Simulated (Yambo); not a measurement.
KScS2O8 (space group C2/m, No. 12), G0W0@LDA (Yambo, plasmon pole, terminator in G, 2×2×1 mesh): gap (-0.5, -0.5, 0) → (-0.5, -0.5, 0) in eV by bands and screening block.

```json
[
 {"bands (W and G)": "75", "2 Ry": "9.24", "3 Ry": "8.67", "4 Ry": "8.52", "6 Ry": "[?]", "7 Ry": "8.34"},
 {"bands (W and G)": "111", "2 Ry": "[?]", "3 Ry": "8.42", "4 Ry": "[?]", "6 Ry": "8.12", "7 Ry": "8.12"},
 {"bands (W and G)": "158", "2 Ry": "8.91", "3 Ry": "8.33", "4 Ry": "8.17", "6 Ry": "8.04", "7 Ry": "8.04"},
 {"bands (W and G)": "217", "2 Ry": "8.87", "3 Ry": "8.29", "4 Ry": "8.14", "6 Ry": "8.01", "7 Ry": "8.02"},
 {"bands (W and G)": "277", "2 Ry": "8.87", "3 Ry": "8.28", "4 Ry": "8.12", "6 Ry": "8.00", "7 Ry": "8.00"}
]
```

### Question
Estimate the withheld gaps from their neighbours; the computed values follow.

### Answer

- 75, 6 Ry: 8.35
- 111, 2 Ry: 8.99
- 111, 4 Ry: 8.27

The largest settings aren't shown to be the converged limit.

Geometry of the Materials Project entry, not relaxed at this level; primitive cell a = 5.044 Å, b = 5.044 Å, c = 8.183 Å, α = 93.94°, β = 93.94°, γ = 64.31°.

The structure is a Materials Project entry; no match was found in the copy of COD used, and its stability was not checked.
